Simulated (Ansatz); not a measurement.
**Course of a relaxation: YTl2CoC6N6**

The cell of YTl2CoC6N6 is invented: cyanide-bridged rock-salt net of two metals, 2 guest cations a cell (Fm-3m, No. 225). The dimensions are guesses.

```cif
data_structure
_symmetry_space_group_name_H-M 'P 1'
_symmetry_Int_Tables_number 1
_cell_length_a 7.4911
_cell_length_b 7.4911
_cell_length_c 7.4911
_cell_angle_alpha 60.000
_cell_angle_beta 60.000
_cell_angle_gamma 60.000
_cell_volume 297.25
loop_
_atom_site_label
_atom_site_type_symbol
_atom_site_fract_x
_atom_site_fract_y
_atom_site_fract_z
_atom_site_occupancy
Y1 Y 0.50000 0.50000 0.50000 1
Tl1 Tl 0.25000 0.25000 0.25000 1
Tl2 Tl 0.75000 0.75000 0.75000 1
Co1 Co 0.00000 0.00000 0.00000 1
C1 C 0.81905 0.18095 0.18095 1
C2 C 0.18095 0.81905 0.18095 1
C3 C 0.18095 0.18095 0.81905 1
C4 C 0.18095 0.81905 0.81905 1
C5 C 0.81905 0.18095 0.81905 1
C6 C 0.81905 0.81905 0.18095 1
N1 N 0.70861 0.29139 0.29139 1
N2 N 0.29139 0.70861 0.29139 1
N3 N 0.29139 0.29139 0.70861 1
N4 N 0.29139 0.70861 0.70861 1
N5 N 0.70861 0.29139 0.70861 1
N6 N 0.70861 0.70861 0.29139 1
```

Method: DFT PBE, scalar-relativistic, plane waves, PAW (Ansatz). Cutoff 420 eV, Gaussian smearing, Γ-centred meshes. Cell and atoms relax first on a coarse mesh and then on a finer one. In between, the cell is made exact in the group found at 0.06 Å. In metals the finer mesh still leaves noise of several meV/atom or more. The steps can't lower the symmetry of their start. Collinear spin, starting moments Co 3.0 μB.

Steps on the 4×4×4 mesh (16 atoms, 8 steps). The free energy counts from the last step; the plane-wave basis is renewed at times, which shifts energy and pressure.

```csv
step,ΔF (meV/atom),V (Å³/atom),P (GPa),largest force component (eV/Å)
1,52.6,18.58,6.90,0.760
2,13.4,20.80,-0.72,0.513
3,8.2,20.43,0.17,0.182
4,6.6,20.57,0.33,0.140
5,6.5,20.63,0.04,0.018
6,0.4,20.63,0.45,0.012
7,0.4,20.83,0.05,0.014
8,0.0,20.83,0.06,0.014
```

The relaxed structure, after a last relaxation on the converged mesh:

```cif
data_structure
_symmetry_space_group_name_H-M 'P 1'
_symmetry_Int_Tables_number 1
_cell_length_a 7.7849
_cell_length_b 7.7849
_cell_length_c 7.7849
_cell_angle_alpha 60.000
_cell_angle_beta 60.000
_cell_angle_gamma 60.000
_cell_volume 333.61
loop_
_atom_site_label
_atom_site_type_symbol
_atom_site_fract_x
_atom_site_fract_y
_atom_site_fract_z
_atom_site_occupancy
Y1 Y 0.50000 0.50000 0.50000 1
Tl1 Tl 0.25000 0.25000 0.25000 1
Tl2 Tl 0.75000 0.75000 0.75000 1
Co1 Co 0.00000 0.00000 0.00000 1
C1 C 0.82064 0.17936 0.17936 1
C2 C 0.17936 0.82064 0.17936 1
C3 C 0.17936 0.17936 0.82064 1
C4 C 0.17936 0.82064 0.82064 1
C5 C 0.82064 0.17936 0.82064 1
C6 C 0.82064 0.82064 0.17936 1
N1 N 0.71348 0.28652 0.28652 1
N2 N 0.28652 0.71348 0.28652 1
N3 N 0.28652 0.28652 0.71348 1
N4 N 0.28652 0.71348 0.71348 1
N5 N 0.71348 0.28652 0.71348 1
N6 N 0.71348 0.71348 0.28652 1
```

The symmetry stays Fm-3m (No. 225). The volume per atom grows by 12.2 %, from 18.6 to 20.9 Å³. The shortest distance goes from 1.17 Å (C–N) to 1.18 Å (C–N). Y is surrounded by 6 N at 2.35 Å; around Tl lie 12 N at 3.91 Å and 12 C at 3.97 Å (long against covalent radii, as for large ions); Co is surrounded by 6 C at 1.97 Å; C has 1 N at 1.18 Å, 1 Co at 1.97 Å, 4 C at 2.79 Å, 1 Y at 3.53 Å, 4 N at 3.72 Å, 1 C at 3.95 Å and 4 Tl at 3.97 Å; around N lie 1 C at 1.18 Å, 1 Y at 2.35 Å, 1 Co at 3.15 Å, 4 N at 3.32 Å, 4 C at 3.72 Å and 4 Tl at 3.91 Å.

| Property | Result |
| --- | --- |
| Volume per atom | 20.85 Å³ |
| Density | 3.55 g/cm³ |
| Energy over the elements | +0.09 eV/atom |
| Gap on the 6×6×6 mesh of the 16-atom cell | 0 eV (a metal) |
| Net moment per atom | 0.10 μB |
| Moment by site | Co 1.1 μB |

Formation energies are uncorrected and refer to the elements' standard structures at the same level (N₂ as a molecule).

The last run used collinear spin and Gaussian smearing of 0.10 eV. These runs have no spin–orbit coupling, which can matter for Tl. In such compounds of Co a zero gap at this level may well be an artefact, since no Hubbard U is applied. The reference form of C is held partly by dispersion forces, which this level lacks. The magnetic state reached may not be the lowest. Symmetry constrained the relaxation, so the result can be a saddle point. In all, the 3 runs took 7.5 min on 1 thread of Intel(R) Xeon(R) 6975P-C (Granite Rapids) (shared host). Site moments count only spheres around the atoms; the net moment includes the space between them.
